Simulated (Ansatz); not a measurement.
Relaxed KCl (rock salt):

```xyz
2
Lattice="0.0000 3.1462 3.1462 3.1462 0.0000 3.1462 3.1462 3.1462 0.0000" Properties=species:S:1:pos:R:3 pbc="T T T"
Cl     0.0000     0.0000     0.0000
K      3.1462     3.1462     3.1462
```

Scan: atom 1 (Cl, nearest neighbour K at 3.146 Å; its periodic images, 4.4 Å or more away, move with it) is displaced along Cartesian x, direction (1.000, 0.000, 0.000) in Cartesian axes, by s. The other atoms stay.

Level of theory: r2SCAN (plane waves to 500 eV, PAW, scalar-relativistic; Ansatz, a quantum-chemistry and plane-wave program). k mesh 7×7×7 (Γ-centred), Fermi-Dirac smearing 0.05 eV. Energies are smeared free energies. KCl was relaxed with its symmetry unable to fall. The zero of ΔE is the undisplaced structure.

| s (Å) | ΔE (meV/cell) |
|---|---|
| -0.310 | 80.2 |
| -0.248 | 48.7 |
| -0.186 | withheld |
| -0.124 | 11.3 |
| -0.062 | 2.8 |
| 0.000 | 0.0 |
| 0.062 | 2.8 |
| 0.124 | 11.3 |
| 0.186 | withheld |
| 0.248 | 48.7 |
| 0.310 | 80.2 |

Fit an even polynomial form (powers 2, 4) to the given rows and predict ΔE at s = -0.186.

Least squares on the 9 given rows: ΔE = (716.1)·s² + (1233)·s⁴, in meV/cell with s in Å; root-mean-square residual 0.01 meV/cell. At -0.186 the fit gives 26.2 meV/cell; the calculation gives 26.3 meV/cell, so the interpolation is off by -0.1 (-0.4 %). The quadratic term alone would give 24.8 meV/cell.

(For displaced atoms, the force is minus the slope of the energy, and its curvature is a force constant, which sets phonon frequencies.)
